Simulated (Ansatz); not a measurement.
## What DFT gives for CdGa$_{2}$Bi$_{4}$

```
CELL_PARAMETERS angstrom
0.00000 6.02552 0.00000
6.02552 0.00000 0.00000
3.01276 3.01276 -5.83960
ATOMIC_POSITIONS crystal
Cd 0.00000 0.00000 0.00000
Ga 0.75000 0.25000 0.50000
Ga 0.50000 0.50000 0.00000
Bi 0.39500 0.40500 0.73000
Bi 0.59500 0.12500 0.27000
Bi 0.87500 0.86500 0.73000
Bi 0.13500 0.60500 0.27000
```

The numbers come from plane-wave PAW DFT (Ansatz): PBE, no spin polarisation, 420 eV, 6×6×6 Γ-centred k points, fermi-dirac occupations (width 0.1 eV). Nothing was relaxed.

**Electronic structure.** It is a metal, with about 3.7 states/eV a cell as the mean within 0.25 eV of the Fermi level, mostly Bi p (81 %).
**Contacts.** Ga–Bi at 2.55 Å: least valence density 0.46 e/Å³ and ELF 0.51 there. Cd–Bi at 2.75 Å: least valence density 0.36 e/Å³ and ELF 0.33 there. Both are smooth PAW fields, read partly inside the augmentation spheres.
**Forces.** The largest is on Bi6 (and as large on other atoms): 1.79 eV/Å, components (-0.70, 1.47, 0.74). It makes 121° with the line to a nearest neighbour, Ga3 at 2.55 Å.
**Formation energy.** 0.44 eV an atom against the elements' usual phases (free molecules for gases, crystals otherwise, with no correction for O₂ or N₂), so at this geometry it isn't bound against them. Relaxing would lower it.
**Stress.** The pressure is 9.9 GPa (compression positive), so with the atoms held at these fractions the cell would first expand; the forces are large, so a full relaxation may end otherwise.

Origin: a known structure type with other elements, at an estimated volume, so it need not be a known compound. Caveats: atoms or cell far from equilibrium.
